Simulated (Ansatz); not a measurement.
MoTe2 (2H-MoS2 type, space group P6_3/mmc)

```yaml
crystal:
  lattice:
    - [3.54214, 0.00000, 0.00000]
    - [-1.77107, 3.06758, 0.00000]
    - [0.00000, 0.00000, 14.18192]
  atoms:
    - { symbol: Mo, position: [0.33333, 0.66667, 0.75000] }
    - { symbol: Mo, position: [0.66667, 0.33333, 0.25000] }
    - { symbol: Te, position: [0.33333, 0.66667, 0.12347] }
    - { symbol: Te, position: [0.66667, 0.33333, 0.62347] }
    - { symbol: Te, position: [0.66667, 0.33333, 0.87653] }
    - { symbol: Te, position: [0.33333, 0.66667, 0.37653] }
```

The slice is a (0001) plane (indices of the conventional cell) through the point (0.667, 0.333, 0.624) (fractional), spanned by u = [110] and v = [1 -1 0] in vectors of this cell: u (3.54 Å) and v (6.14 Å, at 90° to u). It covers one period; positions are fractions (u, v).

Method: r2SCAN+rVV10 (plane waves to 500 eV, PAW, scalar-relativistic; Ansatz, a quantum-chemistry and plane-wave program). k mesh 11×11×3. Near the nuclei the fields are pseudised (PAW); where an atom keeps semicore shells as valence, they peak there. MoTe2 is run without spin polarisation. MoTe2 was relaxed with its symmetry unable to fall. Spin-orbit coupling is left out, though Te is heavy.

Q: Sketch the valence electron density on this plane as a map.

A: 
```tsv
v \ u	0.00	0.11	0.22	0.33	0.44	0.56	0.67	0.78	0.89
0.88	0.2	-0.1	-0.4	-0.7	-1.1	-1.1	-0.7	-0.4	-0.1
0.75	-0.7	-0.8	-0.8	-0.9	-0.9	-0.9	-0.9	-0.8	-0.8
0.62	-0.9	-0.7	-0.5	-0.2	0.1	0.1	-0.2	-0.5	-0.7
0.50	-0.8	-0.6	-0.2	0.6	1.2	1.2	0.6	-0.2	-0.6
0.38	-1.1	-0.9	-0.6	-0.2	0.1	0.1	-0.2	-0.6	-0.9
0.25	-0.9	-0.9	-0.9	-0.8	-0.7	-0.7	-0.8	-0.9	-0.9
0.12	0.2	-0.1	-0.3	-0.6	-0.8	-0.8	-0.6	-0.3	-0.1
0.00	1.2	1.0	0.1	-0.4	-0.8	-0.8	-0.4	0.1	1.0
```

Values: log₁₀ of the valence density in e/Å³. The scale is logarithmic, as a density can span decades between atoms and voids.
